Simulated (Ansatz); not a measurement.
Clamped-ion strain scan in TaRu

Method: DFT r2SCAN, scalar-relativistic, plane waves, PAW in Ansatz. The runs took a 500 eV cutoff, a Γ-centred 16×16×16 mesh and Gaussian smearing (0.15 eV). Spin–orbit coupling is left out, which can shift energies with elements as heavy as these. No spin polarisation. Energies are free energies at this smearing, counted from the undisturbed cell; pressure is positive in compression.

The undisturbed cell (as given, not relaxed at this level; it stands at -7.6 GPa, and it needn't be the usual structure):

```xyz
2
Lattice="3.1870 0.0000 0.0000 0.0000 3.1870 0.0000 0.0000 0.0000 3.1870" Properties=species:S:1:pos:R:3 pbc="T T T"
Ta    1.5935    1.5935    1.5935
Ru    0.0000    0.0000    0.0000
```

The cell is strained by ε times the Voigt pattern (0, 0, 0, 0, 1, 0) (xx, yy, zz, yz, xz, xy; engineering shear) with fractional coordinates fixed. The cell is metallic on the mesh throughout.

```tsv
ε	ΔE (meV/atom)
-0.1500	83.0
-0.0750	20.3
0.0000	0.0
0.0187	1.3
0.0375	5.1
0.0562	11.4
0.0937	31.6
0.1125	45.7
0.1312	62.7
```

(1) Predict the pressure (GPa) at each point.

## Answers

(1)
| ε | pressure (GPa) |
| --- | --- |
| -0.1500 | -3.2 |
| -0.0750 | -6.5 |
| 0.0000 | -7.6 |
| 0.0187 | -7.5 |
| 0.0375 | -7.3 |
| 0.0562 | -7.0 |
| 0.0937 | -5.9 |
| 0.1125 | -5.1 |
| 0.1312 | -4.2 |